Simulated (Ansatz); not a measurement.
## Equation of state of YSi₂Ir₂

A database entry relaxed whole under r2SCAN (P4/nmm):

```yaml
crystal:
  lattice:
    - [4.11064, 0.00000, 0.00000]
    - [0.00000, 4.11064, 0.00000]
    - [0.00000, 0.00000, 9.81375]
  atoms:
    - { symbol: Y, position: [0.50000, 0.00000, 0.25399] }
    - { symbol: Y, position: [0.00000, 0.50000, 0.74601] }
    - { symbol: Si, position: [0.00000, 0.00000, 0.50000] }
    - { symbol: Si, position: [0.50000, 0.50000, 0.50000] }
    - { symbol: Si, position: [0.50000, 0.00000, 0.86955] }
    - { symbol: Si, position: [0.00000, 0.50000, 0.13045] }
    - { symbol: Ir, position: [0.00000, 0.00000, 0.00000] }
    - { symbol: Ir, position: [0.50000, 0.50000, 0.00000] }
    - { symbol: Ir, position: [0.50000, 0.00000, 0.62854] }
    - { symbol: Ir, position: [0.00000, 0.50000, 0.37146] }
```

The cell was scaled uniformly, its shape held, and the atoms relaxed at each volume with plane-wave PAW DFT (Ansatz 0.2.0; r2SCAN, 500 eV, 8×8×4 Γ-centred mesh, fermi-dirac occupations of width 0.100 eV; no spin, no spin-orbit coupling). One row is withheld.

| volume (Å³/atom) | energy over the lowest (meV/atom) | pressure (GPa) |
| --- | --- | --- |
| 15.588 | 39.9 | 13.76 |
| 15.919 | 17.0 | 8.66 |
| 16.251 | 4.0 | 4.09 |
| 16.583 | 0.0 | -0.01 |
| 16.914 | 4.0 | -3.67 |
| 17.246 | ? | ? |
| 17.578 | 32.9 | -9.89 |

Task: Fit the pressures of the other rows to the third-order Birch-Murnaghan form.

Result: With f = [(V₀/V)^(2/3) − 1]/2 and P = 3B₀f(1 + 2f)^(5/2)[1 + 3(B₀′ − 4)f/2], least squares gives V₀ = 16.58 Å³ an atom, B₀ = 193 GPa and B₀′ = 4.5; the rows miss the fit by less than 0.01 GPa. The slope of the energies differs from these pressures by 0.08 GPa, since they are taken to zero smearing while pressures follow the free energy.

Task: What does the withheld row hold?

Result: The fit gives -6.95 GPa at 17.246 Å³; the run gave -6.95 GPa and 15.2 meV an atom.

Caveats: the shape of the cell was held, so B₀ is an upper bound where the axes differ in stiffness; 0 K, fixed nuclei; the symmetry was kept, and this need not be the phase that is stable at 0 K; one mesh for all volumes; pressure is positive in compression.
